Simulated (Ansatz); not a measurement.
The slice is one period of a {100} plane through atoms; its size isn't given.

Method: r2SCAN (plane waves to 500 eV, PAW, scalar-relativistic; Ansatz, a quantum-chemistry and plane-wave program). Near the nuclei the fields are pseudised (PAW); where an atom keeps semicore shells as valence, they peak there.

```
|#####*=-:.             .:-=*####|
|####*+=-..             ..-=+*###|
|####*+=:.               .:=+*###|
|##**+=-:.               .:-=+**#|
|**++=-:...  .........  ...:-=++*|
|+===-:.....................:-===|
|---::........:::::::........::--|
|::........::::-----::::........:|
|...  ....:::---===---:::....  ..|
|      ..:::-===+++===-:::..     |
|      ..::-==+*****+==-::..     |
|     ...:-==+*#####*+==-:...    |
|     ..::-=+*#%%%%%#*+=-::..    |
|     ..:--=*#%%@@@%%#*=--:..    |
|     ..:-=+*#%@@@@@%#*+=-:..    |
|     ..:-=+*#%@@@@@%#*+=-:..    |
|     ..:-=+*#%@@@@@%#*+=-:..    |
|     ..:--=*#%%@@@%%#*=--:..    |
|     ..::-=+*#%%%%%#*+=-::..    |
|     ...:-==+*#####*+==-:...    |
|      ..::-==+*****+==-::..     |
|      ..:::-===+++===-:::..     |
|...  ....:::---===---:::....  ..|
|::........::::-----::::........:|
|---::........:::::::........::--|
|+===-:.....................:-===|
|**++=-:...  .........  ...:-=++*|
|##**+=-:.               .:-=+**#|
|####*+=:.               .:=+*###|
|####*+=-..             ..-=+*###|
|#####*=-:.             .:-=*####|
|#####*+-:.             .:-+*####|
```
Scale: ten equal steps from -1.23 (start of ' ') to 1.02 (end of '@'), in the order ' .:-=+*#%@'. Values: log₁₀ of the valence density in e/Å³. The map has 32 points along u (one character each, u = 0 at the left) and 32 along v (v = 0 in the bottom row). The scale is logarithmic, as a density can span decades between atoms and voids.

```
|xxxx9973000001111111000003799xxx|
|xxx999630000011111110000036999xx|
|xx99985100001112221110000158999x|
|99998631000122222222210001368999|
|99986410001233333333321000146899|
|77653100013344444444433100013567|
|43311000134444444444444310001133|
|00000001344444444444444431000000|
|00000013444444444444444443100000|
|00000134444444444444444444310000|
|00001234444444433344444444321000|
|00012344444443221223444444432100|
|011123444444321xxx12344444432111|
|11112344444421xxxxx1244444432111|
|1112234444432xxxxxxx234444432211|
|1112234444431xxxxxxx134444432211|
|1112234444432xxxxxxx234444432211|
|11112344444421xxxxx1244444432111|
|011123444444321xxx12344444432111|
|00012344444443221223444444432100|
|00001234444444433344444444321000|
|00000134444444444444444444310000|
|00000013444444444444444443100000|
|00000001344444444444444431000000|
|43311000134444444444444310001133|
|77653100013344444444433100013567|
|99986410001233333333321000146899|
|99998631000122222222210001368999|
|xx99985100001112221110000158999x|
|xxx999630000011111110000036999xx|
|xxxx9973000001111111000003799xxx|
|xxxx9974000000111110000004799xxx|
```
Scale: ten equal steps from 0.05 (start of '0') to 0.86 (end of '9'), in the order '0123456789'. Values: electron localisation function (ELF). The map has 32 points along u (one character each, u = 0 at the left) and 32 along v (v = 0 in the bottom row). Points within 0.5 Å of a nucleus are blanked (x), as the pseudised field means little there.

Q: Which relaxed crystal do these maps come from?
(A) La₃Tl (Cu3Au type)
(B) YPb₃ (Cu3Au type)
(C) ScAl₃ (Cu3Au type)

A: B, YPb₃ (Cu3Au type). Atoms on the slice: Y at (0.00, 0.00); Pb at (0.50, 0.50)

All were relaxed with their symmetry unable to fall. La3Tl is run without spin polarisation. ScAl3 is run without spin polarisation. Spin-orbit coupling is left out. YPb3 is run without spin polarisation.
